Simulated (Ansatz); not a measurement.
All numbers below come from DFT PBE, scalar-relativistic, plane waves, PAW, and for the lanthanide a 4f-in-core norm-conserving potential, in Ansatz 0.2.0. All cells share a 690 eV cutoff and Γ-centred k meshes spaced at most about 0.3 Å⁻¹ (2π included). No spin polarisation in the final relaxations.

These are static total energies at zero pressure.

Compare these two cells of NaTbBr4, each relaxed at this level.

A.

Space group P4/mmm (No. 123). a = 4.981 Å, b = 4.981 Å, c = 7.301 Å, α = 90.00°, β = 90.00°, γ = 90.00°
| atom | site | symmetry | x | y | z |
| --- | --- | --- | --- | --- | --- |
| Na | 1a | 4/mmm | 0.0000 | 0.0000 | 0.0000 |
| Tb | 1d | 4/mmm | 0.5000 | 0.5000 | 0.5000 |
| Br | 4i | 2mm. | 0.5000 | 0.0000 | 0.7339 |

B.

Space group P4/mmm (No. 123). a = 7.438 Å, b = 7.438 Å, c = 3.754 Å, α = 90.00°, β = 90.00°, γ = 90.00°
```
atom  site  symmetry       x       y       z
  Na    1d     4/mmm  0.5000  0.5000  0.5000
  Tb    1a     4/mmm  0.0000  0.0000  0.0000
  Br    4k      m.2m  0.2241  0.7759  0.5000
```

Question: Which is lower in energy, and by how much?

Answer: A is lower, by 123 meV/atom. A has space group P4/mmm (No. 123), 30.2 Å³/atom and a gap of 2.39 eV on its mesh; B has space group P4/mmm (No. 123), 34.6 Å³/atom and a gap of 1.19 eV. Counting Br atoms around Na and Tb (those within 1.25 times the shortest such distance or 1.15 times the sum of covalent radii, 1.27 where that leaves under three), A has Na 8, Tb 8 and B has Na 4, Tb 8. The denser one is the lower, and pressure would at first widen the difference. In A, Na is surrounded by 8 Br at 3.16 Å; around Tb lie 8 Br at 3.02 Å; around Br lie 2 Tb at 3.02 Å, 2 Na at 3.16 Å, 5 Br at 3.42–3.52 Å and 1 Br at 3.89 Å. In B, Na has 4 Br at 2.90 Å; Tb is surrounded by 8 Br at 3.01 Å and 2 Tb at 3.75 Å; Br has 1 Na at 2.90 Å, 2 Tb at 3.01 Å and 2 Br at 3.33 Å. Both come from invented guesses. A third cell relaxed alike, in C2, lies 59 meV/atom below the lower of the two; the P4/mmm cell fell into it when its atoms were moved at random.

Kohn–Sham gaps at this level usually fall short of measured ones. Cells relaxed within their symmetry can be saddle points.

The lanthanide is trivalent by construction, without f bands, f moments or other valences.
